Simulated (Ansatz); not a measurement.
Cs₃SeF at -1.1 GPa (stress–strain coefficients): relaxed-ion elastic tensor

The calculation used Ansatz 0.2.0, DFT LDA, scalar-relativistic, plane waves, PAW. Cutoff 420 eV, 6×6×6 k-points (Γ-centred), fixed occupations. No spin polarisation.

The cell is fixed (symmetry leaves no force on the atoms) and stands under -1.1 GPa:
```xyz
5
Lattice="5.6012 0.0000 0.0000 0.0000 5.6012 0.0000 0.0000 0.0000 5.6012" Properties=species:S:1:pos:R:3 pbc="T T T"
Se    0.0000    0.0000    0.0000
F     2.8006    2.8006    2.8006
Cs    2.8006    2.8006    0.0000
Cs    2.8006    0.0000    2.8006
Cs    0.0000    2.8006    2.8006
```

The cell is the ideal cubic antiperovskite prototype; whether it is the stable structure of this composition wasn't checked.

Problem. Give the relaxed-ion elastic constants (GPa, Voigt order xx yy zz yz xz xy, on the axes of the cell above).

Solution.
C11 = 41.7, C12 = 8.3, C13 = 8.3, C22 = 41.7, C23 = 8.3, C33 = 41.7, C44 = 6.8, C55 = 6.8, C66 = 6.8 GPa; the others vanish.

Problem. Is the crystal stable against homogeneous strain?

Solution. Yes: the least eigenvalue of the tensor is 6.8 GPa.

Problem. And the moduli of a polycrystal (Hill averages)?

Solution. B = 19 GPa, G = 10 GPa, E = 25 GPa, ν = 0.28.

Cost: 1 run of about 2.3 core-minutes, on Arm Neoverse N1 (shared hosts).